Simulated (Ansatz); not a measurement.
**Profile along the Na–Na line in Na (bcc, W type)**

Na (bcc, W type), conventional cell a = 4.171 Å, b = 4.171 Å, c = 4.171 Å, α = 90.00°, β = 90.00°, γ = 90.00°. The calculation uses the primitive cell of 1 atom, to which meshes and values per cell refer.

Fields along a shortest Na–Na line of a {211} plane (3.61 Å), from Na to Na, interpolated on the slice's grid (step about 0.2 Å). Level of theory: PBEsol (plane waves to 420 eV, PAW, scalar-relativistic; Ansatz, an electronic-structure program). k mesh 16×16×16. These are valence fields of a PAW run, semicore shells included where kept as valence: close to a nucleus they are smooth pseudo fields. Na was relaxed with its symmetry unable to fall.

```
distance from Na (Å)  valence electron density (e/Å³)  electron localisation function
--------------------  -------------------------------  ------------------------------
0.00                                            20.74                               x
0.18                                            17.72                               x
0.36                                            10.71                               x
0.54                                             3.39                            0.62
0.72                                             0.65                            0.51
0.90                                             0.18                            0.18
1.08                                             0.07                            0.03
1.26                                             0.04                            0.04
1.44                                             0.03                            0.11
1.62                                             0.03                            0.29
1.80                                             0.03                            0.36
1.99                                             0.03                            0.29
2.17                                             0.03                            0.11
2.35                                             0.04                            0.04
2.53                                             0.07                            0.03
2.71                                             0.18                            0.18
2.89                                             0.65                            0.51
3.07                                             3.39                            0.62
3.25                                            10.71                               x
3.43                                            17.72                               x
3.61                                            20.74                               x
```

x: too close to a nucleus for the ELF to mean much.

Density on the Na–Na line (3.61 Å) at its midpoint: 0.03 e/Å³. ELF at that point: 0.4.
